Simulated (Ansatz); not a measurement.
Ansatz (a program for electronic structure) input:

Ansatz 0.2 input:
```yaml
crystal:
  lattice:
    - [2.7157739594, 0.0, 0.0]
    - [-1.3578869797, 2.3519292397, 0.0]
    - [0.0, 0.0, 4.289785961]
  atoms:
    - { symbol: Os, position: [0.3333333333, 0.6666666667, 0.25] }
    - { symbol: Os, position: [0.6666666667, 0.3333333333, 0.75] }
kpoints:
  mp_grid: { grid: [36, 36, 20] }
hamiltonian:
  xc: lda
  pseudopotentials: { azcp: { folder: ./paw }, kind: paw }
scf:
  occupations: { method: fermi_dirac, width: 0.1 }
elastic: { mode: relaxed_ion, stencil: two_point, amplitude: 0.005, f_tol: 0.0005 }
```

Output (shortened):

```
Pseudopotential: Os, paw, valence charge 16
Functional definition: SPW92
Crystal: 2 atoms, lattice volume = 27.400 Å³
Basis set: ecut = 420 eV, 537 PW (Γ)
Bands: 20, of which v1, the nominal top of the filled ones, is band 16 counted from 1 (15 counted from 0)
Symmetry: 24 space group operations
Space group: P63/mmc (ITA 194), of the structure as read, at distance tolerance 3.0e-5 Å
k-points: 1397 of 25920
SCF 1 converged in 9 iterations: F = -22239.091107 eV  dr2 = 8.00e-14
Crystal: 2 atoms, lattice volume = 27.263 Å³
Symmetry: 8 space group operations
k-points: 3773 of 25920
SCF 2 converged in 8 iterations: F = -22239.089202 eV  dr2 = 8.98e-14
relax step   1: F+E_penalty+E_count = -22239.08920197 eV  Δ(F+E_penalty+E_count) = +0.000e0 eV  max|allowed force component| = 1.437e-2 eV/Å  Δτ_max = 0.0000 Å  (8 SCF iters, accepted)
Crystal: 2 atoms, lattice volume = 27.263 Å³
SCF 3 converged in 6 iterations: F = -22239.089193 eV  dr2 = 1.53e-14
relax step   2: F+E_penalty+E_count = -22239.08919289 eV  Δ(F+E_penalty+E_count) = +9.080e-6 eV  max|allowed force component| = 1.976e-2 eV/Å  Δτ_max = 0.0017 Å  (6 SCF iters, rejected (line search))
Crystal: 2 atoms, lattice volume = 27.263 Å³
SCF 4 converged in 10 iterations: F = -22239.089212 eV  dr2 = 0.0
relax step   3: F+E_penalty+E_count = -22239.08921211 eV  Δ(F+E_penalty+E_count) = -1.013e-5 eV  max|allowed force component| = 1.042e-5 eV/Å  Δτ_max = 0.0007 Å  (10 SCF iters, accepted)
Crystal: 2 atoms, lattice volume = 27.263 Å³
SCF 5 converged in 6 iterations: F = -22239.089212 eV  dr2 = 0.0
Crystal: 2 atoms, lattice volume = 27.537 Å³
SCF 6 converged in 9 iterations: F = -22239.089503 eV  dr2 = 6.53e-15
relax step   1: F+E_penalty+E_count = -22239.08950315 eV  Δ(F+E_penalty+E_count) = +0.000e0 eV  max|allowed force component| = 1.362e-2 eV/Å  Δτ_max = 0.0000 Å  (9 SCF iters, accepted)
Crystal: 2 atoms, lattice volume = 27.537 Å³
SCF 7 converged in 10 iterations: F = -22239.089512 eV  dr2 = 0.0
relax step   2: F+E_penalty+E_count = -22239.08951234 eV  Δ(F+E_penalty+E_count) = -9.192e-6 eV  max|allowed force component| = 1.216e-4 eV/Å  Δτ_max = 0.0007 Å  (10 SCF iters, accepted)
Crystal: 2 atoms, lattice volume = 27.537 Å³
SCF 8 converged in 6 iterations: F = -22239.089512 eV  dr2 = 0.0
Crystal: 2 atoms, lattice volume = 27.263 Å³
SCF 9 converged in 7 iterations: F = -22239.089148 eV  dr2 = 3.74e-15
Crystal: 2 atoms, lattice volume = 27.537 Å³
SCF 10 converged in 5 iterations: F = -22239.089156 eV  dr2 = 5.58e-14
Crystal: 2 atoms, lattice volume = 27.400 Å³
Symmetry: 4 space group operations
k-points: 6680 of 25920
SCF 11 converged in 9 iterations: F = -22239.090503 eV  dr2 = 9.99e-15
relax step   1: F+E_penalty+E_count = -22239.09050262 eV  Δ(F+E_penalty+E_count) = +0.000e0 eV  max|allowed force component| = 7.888e-4 eV/Å  Δτ_max = 0.0000 Å  (9 SCF iters, accepted)
Crystal: 2 atoms, lattice volume = 27.400 Å³
SCF 12 converged in 10 iterations: F = -22239.090503 eV  dr2 = 0.0
relax step   2: F+E_penalty+E_count = -22239.09050259 eV  Δ(F+E_penalty+E_count) = +2.831e-8 eV  max|allowed force component| = 1.094e-3 eV/Å  Δτ_max = 0.0001 Å  (10 SCF iters, rejected (line search))
Crystal: 2 atoms, lattice volume = 27.400 Å³
SCF 13 converged in 10 iterations: F = -22239.090503 eV  dr2 = 0.0
relax step   3: F+E_penalty+E_count = -22239.09050265 eV  Δ(F+E_penalty+E_count) = -3.071e-8 eV  max|allowed force component| = 3.347e-6 eV/Å  Δτ_max = 0.0000 Å  (10 SCF iters, accepted)
Crystal: 2 atoms, lattice volume = 27.400 Å³
SCF 14 converged in 6 iterations: F = -22239.090503 eV  dr2 = 0.0
Crystal: 2 atoms, lattice volume = 27.400 Å³
SCF 15 converged in 9 iterations: F = -22239.090503 eV  dr2 = 1.74e-15
relax step   1: F+E_penalty+E_count = -22239.09050262 eV  Δ(F+E_penalty+E_count) = +0.000e0 eV  max|allowed force component| = 7.888e-4 eV/Å  Δτ_max = 0.0000 Å  (9 SCF iters, accepted)
Crystal: 2 atoms, lattice volume = 27.400 Å³
SCF 16 converged in 10 iterations: F = -22239.090503 eV  dr2 = 0.0
relax step   2: F+E_penalty+E_count = -22239.09050259 eV  Δ(F+E_penalty+E_count) = +2.830e-8 eV  max|allowed force component| = 1.094e-3 eV/Å  Δτ_max = 0.0001 Å  (10 SCF iters, rejected (line search))
Crystal: 2 atoms, lattice volume = 27.400 Å³
SCF 17 converged in 10 iterations: F = -22239.090503 eV  dr2 = 0.0
relax step   3: F+E_penalty+E_count = -22239.09050265 eV  Δ(F+E_penalty+E_count) = -3.070e-8 eV  max|allowed force component| = 3.300e-6 eV/Å  Δτ_max = 0.0000 Å  (10 SCF iters, accepted)
Crystal: 2 atoms, lattice volume = 27.400 Å³
SCF 18 converged in 6 iterations: F = -22239.090503 eV  dr2 = 0.0
SCF converged after 9 iterations
Free energy (F): -22239.091107 eV
Harris-Foulkes:  -22239.091107 eV  (|F-HF|=0.00e0)
Internal energy: -22239.052685 eV  (E = F + TS)
E sigma→0 (E₀):  -22239.071896 eV
Entropy (-TS):   -0.038423 eV (-19.211 meV/atom)
Fermi energy:    26.319758 eV
--- Per-component energies (eV) ---
  E_band       = -122.746872
  E_kinetic    = 987.782545
  E_local      = -1796.472842  (includes V_loc(G=0)·N_el)
  E_nonlocal   = 405.888469
  E_hartree    = 642.801757
  E_xc         = -466.616163
  E_vxc        = -494.229681  (∫ρ·V_xc dr)
  E_paw        = -17564.443423  (= ΣΔE_a)
  E_vpaw       = -511.319741  (= ΣTr[D̂ρ^β])
  E_aug_tail   = 0.000853  (compensation charges beyond the density's cutoff)
  E_ewald      = -4448.719527
  E_core_change = 0.725646  (= ΣΔE_core)
  E_smearing   = -0.038423  (= −TS)
  E_closure    = 0.000000  (closes the sum)
  Σ components = -22239.091107   (vs F -22239.091107, Δ=0.00e0)
--- Forces (eV/Å), atoms counted from 1 ---
  atom   1  Os     0.00000000     0.00000000     0.00000000
  atom   2  Os     0.00000000     0.00000000     0.00000000
  max |Σ_I F_I| component: 0.00e0 eV/Å
--- Stress (GPa, compression-positive) ---
        0.142423       0.000000       0.000000
        0.000000       0.142423       0.000000
        0.000000       0.000000      -0.023395
  P = ⅓ Tr σ = 0.0871 GPa (0.871 kbar)
--- Band table (eV; the first three rows and the last of 1397) ---
  k-point 0: bands = ["-60.4133", "-60.2857", "-20.3809", "-19.3697", "-19.3697", "-19.1782", "-19.1782", "-19.1210", "15.1672", "18.2975", "23.1326", "23.1326", "23.3996", "24.0059", "24.0059", "24.6818", "24.6818", "26.4025", "28.0446", "28.0446"]
  k-point 1: bands = ["-60.4126", "-60.2865", "-20.3736", "-19.3685", "-19.3685", "-19.1794", "-19.1794", "-19.1293", "15.1998", "18.3028", "23.1094", "23.1094", "23.3804", "23.9838", "23.9838", "24.7343", "24.7343", "26.2892", "28.0504", "28.0504"]
  k-point 2: bands = ["-60.4102", "-60.2889", "-20.3519", "-19.3651", "-19.3651", "-19.1830", "-19.1830", "-19.1539", "15.2966", "18.3175", "23.0498", "23.0498", "23.3241", "23.9199", "23.9199", "24.8808", "24.8808", "25.9737", "28.0646", "28.0646"]
  k-point 1396: bands = ["-60.2780", "-60.2780", "-20.1231", "-20.1231", "-19.8352", "-19.8352", "-19.3435", "-19.3435", "20.2819", "20.2819", "21.2202", "21.2202", "22.8061", "22.8061", "24.8800", "24.8800", "27.9740", "27.9740", "34.8793", "34.8793"]
--- Elastic constants: 3 strain directions × 2 members + reference (group order 24) ---
  dense FFT box of the reference and of every strained cell: 20×20×30
  strains applied: 11, 33, 23; error gains …
  C = ∂σ_k/∂η_j (tension-positive GPa; Voigt order 11 22 33 23 13 12):
       816.386    252.648    247.672      0.000      0.000      0.000
       252.648    816.386    247.672      0.000      0.000      0.000
       247.445    247.445    914.488      0.000      0.000      0.000
         0.000      0.000      0.000    282.721      0.000      0.000
         0.000      0.000      0.000      0.000    282.721      0.000
         0.000      0.000      0.000      0.000      0.000    281.869
  reference stress σ⁰ (GPa):     -0.142     -0.142      0.023      0.000      0.000      0.000
  moduli (Voigt/Reuss/Hill, GPa): K = 449.20/448.19/448.70   G = 289.43/288.66/289.04   E = 713.84   ν = 0.235
  mechanically stable: yes (min eigenvalue of sym C = 281.87 GPa)
  harmonic check of the ions' relaxations: strain 23: 1 pair too noisy to judge …
  the stresses are not corrected for the forces that the relaxations left standing (`elastic.f_tol`)
  strain η (Voigt 11):  stress-route row diagonal C_11 = 816.39 GPa, energy-path curvature d²(F+E_count+ΔE)/dδ²/Ω₀ = 816.26 GPa
         δ    σ_11 (GPa)             F (eV)   n_scf  n_hpsi   n_pw
    -5.000e-3      -4.3223      -22239.0892121       6  895969    549   relax 3 steps, max|allowed force component| 1.04e-5 eV/Å
     5.000e-3       3.8416      -22239.0895123       6  894609    555   relax 2 steps, max|allowed force component| 1.22e-4 eV/Å
  strain η (Voigt 33):  stress-route row diagonal C_33 = 914.49 GPa, energy-path curvature d²(F+E_count+ΔE)/dδ²/Ω₀ = 914.44 GPa
         δ    σ_33 (GPa)             F (eV)   n_scf  n_hpsi   n_pw
    -5.000e-3      -4.6341      -22239.0891475       7  482551    549   relax 0 steps, max|allowed force component| 2.22e-16 eV/Å
     5.000e-3       4.5108      -22239.0891562       5  377144    556   relax 0 steps, max|allowed force component| 1.02e-16 eV/Å
  strain η (Voigt 23):  stress-route row diagonal C_44 = 282.72 GPa, energy-path curvature d²(F+E_count+ΔE)/dδ²/Ω₀ = 282.79 GPa
         δ    σ_23 (GPa)             F (eV)   n_scf  n_hpsi   n_pw
    -5.000e-3      -1.4136      -22239.0905026       6  1584787    553   relax 3 steps, max|allowed force component| 3.35e-6 eV/Å
     5.000e-3       1.4136      -22239.0905026       6  1584960    553   relax 3 steps, max|allowed force component| 3.30e-6 eV/Å
```

Cost: roughly 40 core-minutes on shared cores.

Space group P6_3/mmc (hcp (Mg type)). The cell was relaxed with LDA under the symmetry of its start; of distortions, only those at the zone centre were tested. No spin polarisation was allowed. As this level gives no gap, shear constants depend on the k-mesh and smearing (Fermi–Dirac, 0.1 eV here). Axis ratios of metals converge slowly with the k-mesh, so a and c are less sure than the volume. Scalar-relativistic: spin–orbit coupling is off unless named, which matters more the heavier the elements.

Potentials: the earlier of the program's two PAW sets.

Ansatz is a plane-wave DFT program.
